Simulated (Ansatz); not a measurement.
## Cs2InAgCl6: pressure against volume

Cs2InAgCl6, Fm-3m, a = 10.383 Å. The structure is a COD entry; whether it is the stable form wasn't checked. Ansatz: PBEsol, PAW, 420 eV, Γ-centred 6×6×6 mesh on 10 atoms, Gaussian smearing 0.02 eV; no spin polarisation. Shape and atoms are relaxed at each volume; pressure is positive in compression.

```tsv
V (Å³/atom)	P (GPa)
26.307	2.39
27.147	1.08
27.986	0.00
28.826	-0.87
29.666	?
```

Take V0 = 27.986 Å³/atom, fit the third-order Birch–Murnaghan form to the other rows, and predict the missing pressure.

With the Eulerian strain f = ½[(V0/V)^(2/3) − 1] and y = P/[3f(1 + 2f)^(5/2)], the form is the line y = B0 + 1.5 B0 (B0′ − 4) f. Rows (f, y): 0.02105, 34.1; 0.01025, 33.4; -0.00976, 31.2. Means f = 0.007180, y = 32.900; Σ(Δf)² = 0.0004888, ΣΔfΔy = 0.04698; the slope is their ratio. y = 32.21 + 96.11 f GPa, so B0 = 32.2 GPa and B0′ = 4 + 2 × (96.11)/(3 × 32.21) = 5.99. At V = 29.666, f = -0.01906, y = 30.38 and P = -1.58 GPa. The run gave -1.57 GPa, so the fit is 0.01 GPa too low, within twice the rms miss on the fitted rows (0.005 GPa). The form still works here, 33 % of the fitted range beyond its end.

Cost: 5 runs of about 3.6 core-minutes in all, on Arm Neoverse V2 (shared hosts).